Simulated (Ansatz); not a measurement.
Input:

Zn3GaNO3:
```
Zn3GaNO3
1.0
    3.25343     0.00000     0.00000
   -1.62672     2.81755     0.00000
    0.00000     0.00000    10.36913
Ga N Zn O
1 1 3 3
Direct
  0.33333   0.66667   0.01271
  0.33333   0.66667   0.18875
  0.66667   0.33333   0.24585
  0.33333   0.66667   0.49177
  0.66667   0.33333   0.73657
  0.66667   0.33333   0.44452
  0.33333   0.66667   0.69114
  0.66667   0.33333   0.93839
```

This is the PBEsol-relaxed structure.

Problem. All from PBEsol in the plane-wave PAW code Ansatz, unless another level is named. Predict the electronic character.

Solution. metallic (no gap).

Problem. And the density of states at the Fermi level?

Solution. 0.14 states/eV per atom (mean over ±0.08 eV).

Problem. Predict the formation energy from the elements (no fitted shifts).

Solution. -104 kJ/mol-atom.

Problem. Next, the gap with spin–orbit coupling?

Solution. none (metallic).

Space group P3m1. The start of the workflow was typed in or built on a structure type; neither database checked (COD, Materials Project) lists it. Whether it is the stable phase at ambient conditions was not checked. The cell was relaxed with PBEsol under the symmetry of its start; whether a distortion lowers the energy is not shown. The references are the lowest solids computed at this level, not always the standard phases (solids in place of the gases). Spin–orbit coupling is left out wherever it is not named.

Potentials: the earlier of the program's two PAW sets. The files were generated under PBE; for other functionals the program regenerates the frozen cores, and for LDA and PBEsol the local potential too.
